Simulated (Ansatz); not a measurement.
# La vacancy in LaGa6Pd

Level of theory: PBEsol, no spin polarisation, scalar-relativistic; Ansatz, plane waves to 420 eV (PAW set soft_2), k-mesh 3×3×3.

The relaxed host crystal (no gap at this level of theory):

```
Ga La Pd
1.0
     4.34808    0.00000    0.00000
     0.00000    4.34808    0.00000
     0.00000    0.00000    7.85682
Ga La Pd
6 1 1
Direct
  0.50000 0.00000 0.67105
  0.00000 0.50000 0.67105
  0.50000 0.50000 0.15269
  0.50000 0.50000 0.84731
  0.00000 0.50000 0.32895
  0.50000 0.00000 0.32895
  0.00000 0.00000 0.00000
  0.00000 0.00000 0.50000
```

Supercell of 32 atoms, rows of the matrix [[-2,0,0],[0,2,0],[1,-1,-1]] times the cell vectors; La vacancy at (0.000, 0.000, 0.000) in fractions of the cell above. Atoms are relaxed at the host's cell, from a start shaken by 0.03 Å near the defect. The cell loses 1 of its 4 La, so this is a heavily defective crystal.

Distances from the empty La site (Å), by shell of the perfect crystal:

```
shell  perfect crystal    relaxed, charge 0
 8 Ga             3.30  3.24 (3.22 to 3.25)
 8 Ga             3.38                 3.39
```

| charge | gap of the cell on the mesh (eV) |
| --- | --- |
| 0 | 0.00 |

Formation energy of the neutral defect: 3.78 eV, taking atoms from and to the elements' standard states (no corrections for gases), so it belongs to those chemical potentials alone.

Caveats: small supercell, so energies and levels can be off by tenths of an eV; one random start near the defect, so other minima are possible.
